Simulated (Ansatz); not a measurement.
A free-standing Janus 2H monolayer of RuClI at its r2SCAN geometry, run in the plane-wave code Ansatz at 4 levels of theory. All values are calculated for a non-magnetic cell, which may be hypothetical.

The LDA input:
```yaml
crystal:
  lattice:
    - [3.6962511965, 0.0, 0.0]
    - [-1.8481255983, 3.2010474349, 0.0]
    - [0.0, 0.0, 30.7022789632]
  atoms:
    - { symbol: Ru, position: [0.3333333333, 0.6666666667, 0.2886886245] }
    - { symbol: Cl, position: [0.6666666667, 0.3333333333, 0.3460196962] }
    - { symbol: I, position: [0.6666666667, 0.3333333333, 0.2447052249] }
  periodic: [true, true, false]
kpoints:
  mp_grid: { grid: [12, 12, 1] }
  band_path:
    path:
      - [0.0, 0.0, 0.0]
      - [0.5, 0.0, 0.0]
      - [0.3333333333, 0.3333333333, 0.0]
      - [0.166667, 0.171875, 0.0]
    npoints: 1
hamiltonian:
  xc: lda
scf:
  occupations: { method: fixed }
  n_extra_bands: 4
output:
  forces: true
  stress: true
  eigenvalues: true
  write_density: true
  write_potential: true
  elf: true
  volumetric_format: npy
```

Main results, then, where recorded, the levels near the gap in eV from the Fermi energy (columns number the bands from 0), one row a point of the path (Γ, M, K, (1/6, 0.172, 0)):
```
Crystal: 3 atoms, lattice volume = 363.266 Å³
Symmetry: 6 space group operations
Space group: P3m1 (ITA 156)
```
```
Basis set: ecut = 420 eV, 7123 PW (Γ)
k-points: 19 of 144 (time reversal used)
SCF 1 converged in 9 iterations: F = -14157.104467 eV  dr2 = 1.84e-8
Free energy (F): -14157.104467 eV
Fermi energy:    -5.161282 eV
--- Forces (eV/Å), atoms counted from 1 ---
  atom   1  Ru      0.00000      0.00000    -0.26168
  atom   2  Cl      0.00000      0.00000    -0.46036
  atom   3  I       0.00000      0.00000      0.72194
--- 2D stress c σ (N/m, compression-positive) ---
       -2.887678       0.000000       0.000000
        0.000000      -2.887678       0.000000
        0.000000       0.000000       0.000000
  P = ½ c Tr σ = -2.8877 N/m
```
```tsv
band_15	band_16	band_17	band_18	band_19	band_20	band_21	band_22
-2.755	-2.531	-0.964	-0.510	-0.510	1.249	1.249	2.702
-2.778	-2.730	-1.671	-0.570	-0.483	0.626	1.122	3.410
-3.441	-2.939	-1.627	-1.127	0.000	0.722	1.054	4.361
-3.064	-2.491	-1.723	-0.551	-0.448	0.548	1.048	4.150
```

LDA gives an indirect gap of 0.55 eV, from K to k = (1/6, 0.172, 0); the least direct gap is 0.72 eV at K.

r2SCAN. Against the first input these blocks differ (the band path and keys that only write files left aside):
```yaml
hamiltonian:
  xc: r2scan
```

```
Basis set: ecut = 500 eV, 9255 PW (Γ)
k-points: 19 of 144 (time reversal used)
SCF 1 converged in 8 iterations: F = -14501.717797 eV  dr2 = 4.72e-8
Free energy (F): -14501.717797 eV
Fermi energy:    -5.269828 eV
--- Forces (eV/Å), atoms counted from 1 ---
  atom   1  Ru      0.00000      0.00000    -0.00065
  atom   2  Cl      0.00000      0.00000      0.00016
  atom   3  I       0.00000      0.00000      0.00033
--- 2D stress c σ (N/m, compression-positive) ---
       -0.001052       0.000000       0.000000
        0.000000      -0.001052       0.000000
        0.000000       0.000000       0.000000
  P = ½ c Tr σ = -0.0011 N/m
```
```tsv
band_15	band_16	band_17	band_18	band_19	band_20	band_21	band_22
-2.774	-2.521	-1.004	-0.484	-0.484	1.538	1.538	3.383
-2.810	-2.708	-1.702	-0.565	-0.512	0.981	1.440	4.014
-3.435	-2.915	-1.575	-1.246	0.000	0.993	1.433	4.953
-3.071	-2.502	-1.740	-0.499	-0.447	0.864	1.348	4.692
```

The r2SCAN gap is indirect, 0.86 eV (K to K–Γ (0.50 of the way from K)), below the direct gap of 0.99 eV at K. The mean stress is close to zero (0.00 N/m).

Q: Another run on the same cell gave
```
Basis set: ecut = 420 eV, 7123 PW (Γ)
k-points: 7 of 36 (time reversal used)
SCF 1 stopped early in 6 iterations: F = -14470.219906 eV  dr2 = 3.22e-5
SCF 2 stopped early in 8 iterations: F = -14476.391900 eV  dr2 = 1.38e-5
hybrid outer 1: dexx = +2.490e-1 eV, tail = 6.29e-4 eV
SCF 3 converged in 8 iterations: F = -14476.393164 eV  dr2 = 2.00e-10
hybrid outer 2: dexx = +2.644e-5 eV, tail = 5.03e-7 eV, Δε = 6.65e-3 eV, ΔF = 2.28e-2 eV/Å
SCF 4 converged in 6 iterations: F = -14476.393166 eV  dr2 = 2.85e-11
hybrid outer 3: dexx = +1.146e-7 eV, tail = 1.23e-9 eV, Δε = 6.64e-4 eV, ΔF = 1.86e-3 eV/Å
Free energy (F): -14476.393166 eV
Fermi energy:    -6.378523 eV
--- Forces (eV/Å), atoms counted from 1 ---
  atom   1  Ru      0.00000      0.00000      0.53259
  atom   2  Cl      0.00000      0.00000    -0.26975
  atom   3  I       0.00000      0.00000    -0.26279
--- 2D stress c σ (N/m, compression-positive) ---
       -0.198267       0.000000       0.000000
        0.000000      -0.198267       0.000000
        0.000000       0.000000       0.000000
  P = ½ c Tr σ = -0.1983 N/m
```
```tsv
band_15	band_16	band_17	band_18	band_19	band_20	band_21	band_22
-2.698	-2.410	-1.080	-0.344	-0.344	3.331	3.331	4.526
-2.780	-2.515	-1.878	-0.630	-0.594	2.791	3.327	5.592
-3.416	-2.717	-1.641	-1.504	0.000	2.692	3.369	6.459
-3.062	-2.444	-1.793	-0.472	-0.404	2.573	3.158	5.801
```
Which level of theory and mesh gave it?

A: It is PBE0, judged by the exchange loop and the size of the gap (a near hybrid could fit too), on 6×6×1; the blocks that differ from the first input, but for the band path:
```yaml
kpoints:
  mp_grid: { grid: [6, 6, 1] }
hamiltonian:
  xc: pbe0
```
With PBE0 the valence top lies at K and the conduction bottom at K–Γ (0.50 of the way from K), 2.57 eV higher; the smallest vertical gap, at K, is 2.69 eV. The mean stress, -0.2 N/m, is small, and the program warns that its thresholds are loose for a hybrid's stress.

Hartree-Fock. Against the first input these blocks differ (the band path and keys that only write files left aside):
```yaml
kpoints:
  mp_grid: { grid: [6, 6, 1] }
hamiltonian:
  xc: hf
```

```
Basis set: ecut = 420 eV, 7123 PW (Γ)
k-points: 7 of 36 (time reversal used)
SCF 1 stopped early in 7 iterations: F = -14310.388448 eV  dr2 = 2.48e-5
SCF 2 stopped early in 6 iterations: F = -14338.040696 eV  dr2 = 2.64e-2
hybrid outer 1: dexx = +5.638e0 eV, tail = 1.20e-1 eV
SCF 3 stopped early in 8 iterations: F = -14338.066164 eV  dr2 = 4.72e-6
hybrid outer 2: dexx = +5.928e-2 eV, tail = 2.58e-3 eV, Δε = 3.15e-1 eV, ΔF = 1.08e0 eV/Å
SCF 4 stopped early in 7 iterations: F = -14338.066891 eV  dr2 = 1.76e-7
hybrid outer 3: dexx = +4.158e-4 eV, tail = 2.94e-5 eV, Δε = 2.16e-2 eV, ΔF = 1.63e-1 eV/Å
SCF 5 converged in 9 iterations: F = -14338.066885 eV  dr2 = 5.63e-11
hybrid outer 4: dexx = +2.486e-5 eV, tail = 7.29e-7 eV, Δε = 3.58e-3 eV, ΔF = 2.30e-2 eV/Å
SCF 6 converged in 3 iterations: F = -14338.066885 eV  dr2 = 2.67e-10
hybrid outer 5: dexx = +3.601e-8 eV, tail = 6.29e-9 eV, Δε = 1.77e-4 eV, ΔF = 1.23e-3 eV/Å
Free energy (F): -14338.066885 eV
Fermi energy:    -10.126800 eV
--- Forces (eV/Å), atoms counted from 1 ---
  atom   1  Ru      0.00000      0.00000      3.20828
  atom   2  Cl      0.00000      0.00000      0.36384
  atom   3  I       0.00000      0.00000    -3.57214
--- 2D stress c σ (N/m, compression-positive) ---
        8.903899       0.000000       0.000000
        0.000000       8.903899       0.000000
        0.000000       0.000000       0.000000
  P = ½ c Tr σ = 8.9039 N/m
```
```tsv
band_15	band_16	band_17	band_18	band_19	band_20	band_21	band_22
-1.792	-1.792	-1.132	0.000	0.000	8.799	9.690	11.008
-3.119	-3.022	-1.759	-1.161	-1.128	10.650	11.483	11.830
-3.469	-2.853	-2.325	-1.797	-0.656	10.079	11.822	12.759
-3.286	-2.737	-1.258	-0.823	-0.670	9.957	10.286	10.880
```

Hartree-Fock gives a direct gap of 8.80 eV at Γ. The mean in-plane stress at these positions is +8.9 N/m, compression counted positive. The stress of a hybrid is loosely converged here.

Small level splittings and stresses of the hybrids carry the error of their coarser meshes.

Totals of different functionals can't be compared.

No spin-orbit coupling is included; it can move band edges with weight on the heavy atoms by tenths of an eV.

The meshes of the hybrids are coarse, so their gaps aren't converged to the digits shown.

For some runs the program warns that the potential is rough where the density is thin, which bears on empty states near the vacuum.
